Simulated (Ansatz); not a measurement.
NaCl3:
```xyz
8
Lattice="5.4606 0.0000 0.0000 0.0000 5.4606 0.0000 0.0000 0.0000 5.4606" Properties=species:S:1:pos:R:3 pbc="T T T"
Na     2.7303     2.7303     2.7303
Na     0.0000     0.0000     0.0000
Cl     2.7303     0.0000     4.0954
Cl     2.7303     0.0000     1.3651
Cl     4.0954     2.7303     0.0000
Cl     1.3651     2.7303     0.0000
Cl     0.0000     4.0954     2.7303
Cl     0.0000     1.3651     2.7303
```

Relaxed with r²SCAN. Special points in fractions of this cell's reciprocal vectors: Γ (0.000, 0.000, 0.000); X (0.000, 0.500, 0.000); M (0.500, 0.500, 0.000); R (0.500, 0.500, 0.500).

Problem. List the band energies nearest the Fermi level at these points for r²SCAN (plane waves, PAW; program Ansatz).

Solution. In eV from the Fermi level; about four levels below and three above (degenerate sets whole), none deeper than 8.9 eV; … stands for higher levels left out; points with the same levels are listed once.

| k | below | above |
|---|---|---|
| Γ | -0.75 -0.75 -0.75 -0.26 -0.26 -0.26 | 1.84 1.84 1.84 |
| X | -0.59 -0.59 -0.07 -0.07 | 1.83 1.83 … |
| M | -0.50 -0.50 -0.06 -0.06 | 0.11 1.82 … |
| R | -0.56 -0.56 -0.56 -0.56 | … |

Space group Pm-3n (A15 (Cr3Si type)). The first step of the workflow began from a Materials Project structure, measured or hypothetical; the Crystallography Open Database copy checked does not list it. Whether it is the stable phase at ambient conditions was not checked. The r²SCAN relaxation kept the symmetry of its start. At this level the phase is dynamically unstable (imaginary phonons).

Potentials: the later of the program's two PAW sets.
